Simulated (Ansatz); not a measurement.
Fixed-spin-moment curve of Ni

The cell (1 atom) is Ni as a measured crystal structure (space group Fm-3m). The computed pressure is over 10 GPa in size, so the cell is far from the computed equilibrium volume. Source: COD entry 9012991, which need not be the ambient phase.

```
Ni
1.0
     0.00000    1.76835    1.76835
     1.76835    0.00000    1.76835
     1.76835    1.76835    0.00000
Ni
1
Direct
  0.00000 0.00000 0.00000
```

Numbers behind element symbols give the atom's place in this list.

Computed with Ansatz development build ahead of 0.2.0, DFT, LDA, PAW, plane waves, scalar-relativistic.

| Item | Value |
| --- | --- |
| Plane-wave cutoff | 420 eV |
| k-point mesh | 12×12×12 (Γ-centred) |
| Occupations | Gaussian smearing, 0.1 eV |

Site moments are integrals over atomic spheres and don't add up to the total.

For a metal this mesh leaves errors of several meV/atom.

Each run fixes N↑ − N↓ and starts with that moment spread in parallel over the Ni atoms; no search for lower states follows. Energies are free energies per cell above the lowest run, the runs with a free moment included. A row is the solution that its start led to, not a proven minimum at that M. The run at M = 0 starts without moments and gives the spin-unpolarised solution. The cell holds one magnetic atom, so only parallel order fits; orders in a larger cell may lie lower. The program warns that the SCF threshold is loose for stress, so pressures can be off by 0.1 GPa or more.

The run at M = 0.98 μB took 3.3 s on 2 threads of Intel(R) Xeon(R) Processor @ 2.50GHz (Skylake/Cascade Lake), on a shared host, peak memory 0.28 GiB.

```tsv
fixed M (μB/cell)	F − F(lowest) (meV/cell)	moments of Ni1 (μB)	pressure (GPa)
0.00	38	0.00	-20.8
0.24	29	0.26	-20.6
0.49	5	0.52	-20.2
0.73	2	0.76	-18.9
0.98	84	0.99	-16.8
1.22	254	1.19	-13.4
1.46	544	1.39	-8.9
1.71	974	1.58	-3.3
1.95	1566	1.77	4.4
```

The lowest fixed-moment run is the one at M = 0.73 μB (2 meV). With the constraint released: “usual moment, free total moment [Ni1 2.00 μB]” ends at 0.67 μB, 0 meV; “usual moment scaled by 0.1, free total moment [Ni1 0.20 μB]” ends at 0.67 μB, 0 meV.
